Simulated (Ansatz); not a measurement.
A trial cell of Nb was relaxed with r2SCAN (plane waves to 500 eV, PAW, scalar-relativistic; Ansatz, a quantum-chemistry and plane-wave program).

Before: I4/mmm (No. 139), tI2; a = 3.721 Å, b = 3.721 Å, c = 3.074 Å, α = 90.00°, β = 90.00°, γ = 90.00°.

After relaxation:

Simulated powder pattern, Mo Kα, λ = 0.71073 Å (kinematic, ideal powder, no thermal factors, no anomalous dispersion; the 24 strongest lines at most, above 1 %, up to 2θ = 45°):

```json
[
 {"2θ (°)": "17.50", "I/Imax (%)": "100"},
 {"2θ (°)": "24.85", "I/Imax (%)": "18"},
 {"2θ (°)": "30.56", "I/Imax (%)": "39"},
 {"2θ (°)": "35.43", "I/Imax (%)": "12"},
 {"2θ (°)": "39.78", "I/Imax (%)": "17"},
 {"2θ (°)": "43.76", "I/Imax (%)": "4.1"}
]
```

Question: Identify the relaxed structure from its pattern: crystal system, space group and cell.

Answer: Cubic, Im-3m (No. 229), cI2, bcc (W type); a = 3.303 Å, b = 3.303 Å, c = 3.303 Å, α = 90.00°, β = 90.00°, γ = 90.00°. Sites: Nb 2a (0.000, 0.000, 0.000).

Question: Index the strongest lines.

Answer: 17.50° (110), 24.85° (200), 30.56° (211), 35.43° (220), 39.78° (310).

No spin polarisation in the result.

The run could not lose the symmetry of its start; a randomly shaken copy of 2 atoms returns to this structure.
